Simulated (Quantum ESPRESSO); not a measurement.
# Strain and stress in Ga3SiN3C

Calculated results; nothing here was measured. They come from pw.x of Quantum ESPRESSO 7.5, a plane-wave density functional program, with PseudoDojo standard norm-conserving files (v0.5 for PBE, v0.4.1 for LDA and PBEsol). The cells are made up: elements, strain and atom displacements were drawn at random, and nothing was relaxed. There is no spin polarisation, spin-orbit coupling or dispersion term.

The cell has 8 sites of a wurtzite lattice (rectangular cell). Sites 1 to 4 hold Ga Si Ga Ga; sites 5 to 8 hold N N N C. Cell vectors in Å: (3.189, 0.000, 0.000); (0.000, 5.524, 0.000); (0.000, 0.000, 5.214). Settings: PBE, cutoff 1143 eV, 6 x 4 x 4 k mesh shifted by half a step, Fermi-Dirac smearing of 0.025 eV.

Each run adds the same strain along x and y to one cell, with the atoms carried along; the vectors above are those of run 4. Stress is positive in tension and P is minus a third of its trace. E is the free energy for each atom above the lowest run shown. The last column is band 32 less band 31 at Gamma, from a band step after each run.

```
run  strain (%)  s_xx (GPa)  s_yy (GPa)  s_zz (GPa)  s_xy (GPa)  P (GPa)  E (meV/atom)  level step at Gamma (eV)
  1       -2.39      -22.86      -19.79       -2.34       -1.53    14.99         49.83                     2.417
  3       -0.40       -9.25       -7.48        0.37       -1.61     5.45          8.52                     2.152
  4       -0.10       -7.44       -5.85        0.74       -1.62     4.18          5.33                     2.108
  5        0.17       -5.87       -4.44        1.07       -1.63     3.08          3.03                     2.069
  6        0.58       -3.57       -2.36        1.55       -1.64     1.46          0.60                     2.008
  7        1.62        1.80        2.49        2.70       -1.67    -2.33          0.00                     1.852
  2       -0.85           ?           ?           ?           ?        ?             ?                         ?
```

A rerun of one of these cells at 1437 eV and k mesh 8 x 6 x 6 moved values by no more than 0.002 eV in the cell's energy, 0.04 GPa in stress and 0.004 eV/Å in force.

## Worked fit

A parabola through the six runs shown gives s_xx = -6.85 + 5.89 e - 0.339 e² GPa, with e in per cent and a scatter of 0.02 GPa. The slope is a stiffness of 589 ± 4 GPa for each unit of this strain at e = 0, the sum of the responses of s_xx to strain along x and along y. The atoms are clamped, and relaxing them would in general lower it. The error is the larger of the fit's own and the change that a cubic makes, rounded up.

## Withheld run

Question: what s_xx should run 2 give?

The fit gives -12.10 GPa. The calculation gave -12.06 GPa.

```
run,strain (%),s_xx (GPa),s_yy (GPa),s_zz (GPa),s_xy (GPa),P (GPa),E (meV/atom),level step at Gamma (eV)
2,-0.85,-12.06,-10.04,-0.20,-1.59,7.43,14.86,2.215
```